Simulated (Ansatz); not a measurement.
Here is the system:

Tl:
```
CELL_PARAMETERS angstrom
      3.18748     0.00000     0.00000
      0.00000     3.18748     0.00000
      0.00000     0.00000     3.18748
ATOMIC_POSITIONS crystal
  Tl 0.00000 0.00000 0.00000
```

This is the r²SCAN-relaxed structure.

Task: All from r²SCAN (plane waves, PAW; program Ansatz), unless another level is named. Give the bulk modulus (Birch–Murnaghan fit).

Result: 27.5 GPa.

Task: What about the elastic constants (relaxed ions, GPa)?

Result: C11 = 61.6, C12 = 10.5, C44 = -6.7.

Space group Pm-3m (simple cubic). A made-up cell: these elements were put on the sites of a structure type; neither database checked (COD, Materials Project) lists it. It is not the phase usual at ambient conditions (space group No. 194). The cell was relaxed with r²SCAN under the symmetry of its start. At this level the phase is mechanically unstable. As this level gives no gap, shear constants depend on the k-mesh and smearing (Fermi–Dirac, 0.1 eV here). Spin–orbit coupling is left out wherever it is not named.

Potentials: the later of the program's two PAW sets.
